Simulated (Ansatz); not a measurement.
Ansatz (a quantum-chemistry and plane-wave program) input:

Ansatz 0.2 input:
```yaml
crystal:
  lattice:
    - [-1.9454364233, 1.9454364233, 3.265061257]
    - [1.9454364233, -1.9454364233, 3.265061257]
    - [1.9454364233, 1.9454364233, -3.265061257]
  atoms:
    - { symbol: La, position: [0.0, 0.0, 0.0] }
    - { symbol: C, position: [0.4009250586, 0.4009250586, 0.0] }
    - { symbol: C, position: [0.5990749414, 0.5990749414, 0.0] }
kpoints:
  mp_grid: { grid: [15, 15, 15] }
hamiltonian:
  xc: pbesol
  pseudopotentials: { kind: paw }
scf:
  occupations: { method: fermi_dirac, width: 0.1 }
phonons:
  method: dfpt
  response_accuracy: low
  eigenvectors: true
  rigid_motions: translations
```

Output (shortened):

```
Pseudopotential: La, paw, valence charge 11
Pseudopotential: C, paw, valence charge 4
Functional definition: PBEsol
Crystal: 3 atoms, lattice volume = 49.429 Å³
Basis set: ecut = 420 eV, 967 PW (Γ), exchange–correlation on 60×60×60 points (8 copies of the dense FFT grid, shifted against one another)
Bands: 14, of which v1, the nominal top of the filled ones, is band 10 counted from 1 (9 counted from 0)
Symmetry: 16 space group operations
k-points: 512 of 3375 (irreducible under 4 space group operations, time reversal used)
SCF iter   1: F=—  HF=-6655.056037 eV  |F-HF|=—  |Δ(HF+E_count)|=         —  Δρ=5.56e-3  dr2=1.88e-2  ethr=1.77e-3  ⟨swp⟩=4.0  Hψ=32907  notcnv=0
preconditioner: auto → Kerker (q_TF=auto, 2.326 Å⁻¹)
SCF iter   2: F=—  HF=-6655.052070 eV  |F-HF|=—  |Δ(HF+E_count)|=   3.97e-3  Δρ=2.32e-3  dr2=3.22e-3  ethr=9.90e-5  ⟨swp⟩=2.5  Hψ=14395  notcnv=0
SCF iter   3: F=—  HF=-6655.051763 eV  |F-HF|=—  |Δ(HF+E_count)|=   3.08e-4  Δρ=6.28e-4  dr2=2.37e-4  ethr=1.70e-5  ⟨swp⟩=2.0  Hψ=9495  notcnv=0
SCF iter   4: F=—  HF=-6655.051771 eV  |F-HF|=—  |Δ(HF+E_count)|=   8.23e-6  Δρ=1.38e-4  dr2=9.83e-6  ethr=1.25e-6  ⟨swp⟩=2.5  Hψ=11936  notcnv=0
SCF iter   5: F=—  HF=-6655.051773 eV  |F-HF|=—  |Δ(HF+E_count)|=   2.52e-6  Δρ=3.48e-5  dr2=4.94e-7  ethr=5.18e-8  ⟨swp⟩=2.6  Hψ=10881  notcnv=0
SCF iter   6: F=—  HF=-6655.051774 eV  |F-HF|=—  |Δ(HF+E_count)|=   6.51e-7  Δρ=6.77e-6  dr2=1.91e-8  ethr=2.60e-9  ⟨swp⟩=2.6  Hψ=12349  notcnv=0
SCF iter   7: F=—  HF=-6655.051774 eV  |F-HF|=—  |Δ(HF+E_count)|=   4.97e-9  Δρ=1.19e-6  dr2=6.80e-10  ethr=1.00e-10  ⟨swp⟩=2.3  Hψ=10951  notcnv=0
SCF iter   8: F=—  HF=-6655.051774 eV  |F-HF|=—  |Δ(HF+E_count)|=  2.16e-10  Δρ=2.28e-7  dr2=3.42e-11  ethr=3.58e-12  ⟨swp⟩=2.3  Hψ=12257  notcnv=0
SCF iter   9: F=-6655.051774 eV  HF=-6655.051774 eV  |F-HF|=1.82e-12  |Δ(HF+E_count)|=  5.46e-12  Δρ=5.92e-8  dr2=2.29e-12  ethr=1.00e-12  ⟨swp⟩=5.8  Hψ=32993  notcnv=0
SCF 1 converged in 9 iterations: F = -6655.051774 eV  dr2 = 2.29e-12
DFPT response loops at Γ: preconditioner auto → Kerker (q_TF=auto, 2.326 Å⁻¹) (partly filled bands, converged f_vac=0.000) …
SCF converged after 9 iterations
Free energy (F): -6655.051774 eV
Harris-Foulkes:  -6655.051774 eV  (|F-HF|=1.82e-12)
Internal energy: -6655.018795 eV  (E = F + TS)
E sigma→0 (E₀):  -6655.035285 eV
Entropy (-TS):   -0.032978 eV (-10.993 meV/atom)
Fermi energy:    10.607674 eV
--- Per-component energies (eV) ---
  E_band       = -22.247502
  E_kinetic    = 365.702176
  E_local      = -496.320721  (includes V_loc(G=0)·N_el)
  E_nonlocal   = 153.441826
  E_hartree    = 148.737486
  E_xc         = -232.634251
  E_vxc        = -264.326127  (∫ρ·V_xc dr)
  E_paw        = -5519.118520  (= ΣΔE_a)
  E_vpaw       = -78.219628  (= ΣTr[D̂ρ^β])
  E_aug_tail   = 0.000013  (compensation charges beyond the density's cutoff)
  E_ewald      = -1075.038516
  E_core_change = 0.211710  (= ΣΔE_core)
  E_smearing   = -0.032978  (= −TS)
  E_closure    = 0.000000  (closes the sum)
  Σ components = -6655.051774   (vs F -6655.051774, Δ=0.00e0)
  [band-id]    e_kinetic+e_local+e_nonlocal+2·e_hartree+e_vxc+e_vpaw+e_augmentation_tail = -22.247489   (vs E_band -22.247502, Δ=1.25e-5)
--- Band table (eV; the first three rows and the last of 512) ---
  k-point 0: bands = ["-21.6709", "-5.1784", "-5.1784", "-5.0518", "-4.0884", "5.7403", "5.7892", "7.4838", "7.4838", "10.5061", "10.5061", "11.1681", "12.6356", "13.3045"]
  k-point 1: bands = ["-21.6647", "-5.3877", "-5.2022", "-5.0621", "-3.8486", "5.6981", "5.8040", "7.2164", "7.4608", "10.3349", "10.7017", "11.3460", "12.7286", "13.3167"]
  k-point 2: bands = ["-21.6474", "-5.7344", "-5.2688", "-5.0913", "-3.4446", "5.6058", "5.8074", "6.7407", "7.4194", "9.9336", "11.2244", "11.8080", "12.9144", "13.2176"]
  k-point 511: bands = ["-21.5981", "-5.8587", "-5.4621", "-5.3486", "-3.8982", "5.3038", "7.2045", "7.2497", "7.9998", "9.9972", "13.0400", "13.0701", "13.1264", "13.1313"]
--- Phonons (Γ-DFPT): 4 representative perturbations + reference, on 512 of 3375 k-points (Σ response iterations 12) ---
  ASR residual: 1.319e-4 → 0.000e0 eV/Å²; symmetrization residual: 2.221e-6 eV/Å²
  ASR residual per site (eV/Å²): 6.71e-5 1.32e-4 1.32e-4
  Γ frequencies (cm⁻¹): 0.00 0.00 0.00 287.90 287.90 336.65 358.22 358.22 1656.80
  non-analytic LO–TO correction: not included (Born effective charges unavailable; polar crystals: no LO–TO splitting at Γ)
```

Cost: about 4 core-minutes (a rough figure) on shared cores.

Space group I4/mmm (MoSi2 or CaC2 type). The first step of the workflow began from a Materials Project structure, measured or hypothetical; the Crystallography Open Database files this formula in space group No. 139, but the cells were not matched. Its standing as an ambient phase is unchecked. Symmetry was held in the PBEsol relaxation; its stability against distortions is not shown here. As this level gives no gap, phonon frequencies hold no LO–TO term and depend on the k-mesh and smearing (Fermi–Dirac, 0.1 eV here). Spin–orbit coupling is left out wherever it is not named.

Potentials: the later of the program's two PAW sets.

Ansatz is a plane-wave DFT program.
